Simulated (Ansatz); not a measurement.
# NMR crystallography of MgO with Na replacing Mg: given against relaxed positions

Start: a supercell of MgO (rock salt type, Fm-3m) built from a measured structure from the Crystallography Open Database (COD) (the entry's cell lengths or inner coordinates differ somewhat from later room-temperature determinations), with all atoms left at the host's positions.

Space group Fm-3m (No. 225); a = 12.6510 Å.

| site | Wyckoff | site symmetry | x | y | z |
| --- | --- | --- | --- | --- | --- |
| Na | 4a | m-3m | 0.0000 | 0.0000 | 0.0000 |
| Mg2 | 48h | m.m2 | 0.1667 | 0.1667 | 0.0000 |
| Mg5 | 32f | .3m | 0.3333 | 0.1667 | 0.1667 |
| Mg15 | 24e | 4m.m | 0.5000 | 0.5000 | 0.3333 |
| O28 | 32f | .3m | 0.1667 | 0.1667 | 0.1667 |
| O30 | 24e | 4m.m | 0.5000 | 0.5000 | 0.1667 |
| O32 | 48i | m.m2 | 0.5000 | 0.3333 | 0.3333 |
| O41 | 4b | m-3m | 0.5000 | 0.5000 | 0.5000 |

One atom of each set is listed; the run and its k-mesh use a cell of 54 atoms with edges of 8.95, 8.95, 8.95 Å.

Method: Kohn–Sham DFT in Ansatz, PBE, plane waves and PAW, scalar-relativistic, 420 eV cutoff, Γ-centred 3×3×3 k-points, Fermi–Dirac smearing 0.01 eV, cell charge -1.

The largest force at the start is 2.0 eV/Å. Relaxing the ions at fixed cell moves them by 0.101 Å at most (atom 34, O) and 0.036 Å rms.

```csv
site,moved (Å),first shell before,first shell after,V_zz before (10²¹ V/m²),η before
Na,0.000,6 O at 2.11 Å,6 O at 2.21 Å,0.00,–
Mg2,0.024,6 O at 2.11 Å,6 O at 2.09–2.12 Å,0.25,0.16
Mg15,0.005,6 O at 2.11 Å,6 O at 2.01–2.11 Å,-0.40,0.00
O28,0.007,6 Mg at 2.11 Å,6 Mg at 2.11 Å,-0.35,0.00
O30,0.101,"5 Mg at 2.11 Å, 1 Na at 2.11 Å","5 Mg at 2.01–2.09 Å, 1 Na at 2.21 Å",-2.39,0.00
O32,0.001,6 Mg at 2.11 Å,6 Mg at 2.11–2.12 Å,-0.53,0.06
```

Q: How do the gradients change?

A: 

```json
{"site": "Na", "V_zz after": "0.00", "η after": "–", "change of V_zz": "0.00"}
{"site": "Mg2", "V_zz after": "-0.31", "η after": "0.28", "change of V_zz": "–"}
{"site": "Mg15", "V_zz after": "-0.81", "η after": "0.00", "change of V_zz": "-0.41"}
{"site": "O28", "V_zz after": "0.16", "η after": "0.00", "change of V_zz": "+0.51"}
{"site": "O30", "V_zz after": "-2.28", "η after": "0.00", "change of V_zz": "+0.11"}
{"site": "O32", "V_zz after": "-0.63", "η after": "0.04", "change of V_zz": "-0.10"}
```

The largest change of V_zz along a kept axis is on O28, from -0.35 to 0.16. In per cent, |V_zz| changes by -5 to +19 on O (all sites that start above 0.5). V_zz changes sign on O28 (same axis). On Mg2 the largest principal value lies along another axis in the second run, so the two V_zz can't be compared directly. Other sites with |V_zz| of 0.02 or less aren't listed.

The defect repeats with the cell of 54 atoms, so it feels its images: sites between two images don't show the values beside a lone defect, and zeros or small values of η there can come from the images' arrangement. A uniform background compensates the cell's charge.
Before: The neighbours have not yet relaxed around the defect (largest force 2.0 eV/Å), so a real crystal will differ.
After: The relaxation keeps the site symmetry m-3m of the start, so the impurity can't leave its site; a start off the site could end lower.
